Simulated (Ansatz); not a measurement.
CoMo (rock salt, Fm-3m) under volume change, DFT-PBEsol in the program Ansatz with PAW potentials, scaled uniformly.

```json
[
 {"V (Å³/atom)": "12.570", "E − E(relaxed) (meV/atom)": "95.9", "P (GPa)": "26.89"},
 {"V (Å³/atom)": "12.984", "E − E(relaxed) (meV/atom)": "40.3", "P (GPa)": "16.45"},
 {"V (Å³/atom)": "13.399", "E − E(relaxed) (meV/atom)": "…", "P (GPa)": "…"},
 {"V (Å³/atom)": "13.813", "E − E(relaxed) (meV/atom)": "0.0", "P (GPa)": "-0.01"},
 {"V (Å³/atom)": "14.227", "E − E(relaxed) (meV/atom)": "8.6", "P (GPa)": "-6.45"},
 {"V (Å³/atom)": "14.642", "E − E(relaxed) (meV/atom)": "…", "P (GPa)": "…"},
 {"V (Å³/atom)": "15.056", "E − E(relaxed) (meV/atom)": "69.6", "P (GPa)": "-16.58"}
]
```

**Question.** What belongs in the gaps?

**Answer.** 
- 14.642, E − E(relaxed) (meV/atom): 32.5
- 14.642, P (GPa): -11.93
- 13.399, E − E(relaxed) (meV/atom): 9.5
- 13.399, P (GPa): 7.57

**Question.** What does a third-order Birch–Murnaghan fit give for V₀, B₀ and B′?

**Answer.** V₀ = 13.81 Å³/atom, B₀ = 232 GPa, B′ = 4.4.

The start of the workflow was typed in or built on a structure type; neither database checked (COD, Materials Project) lists it. Whether it is the stable phase at ambient conditions was not checked. The cell was relaxed with PBEsol under the symmetry of its start. At this level the phase is mechanically unstable. The workflow began spin-polarised and lost its moments. Its formation energy is positive at this level, so the cell may be metastable or incomplete. Scalar-relativistic: spin–orbit coupling is off unless named, which matters more the heavier the elements.

Potentials: the later of the program's two PAW sets.
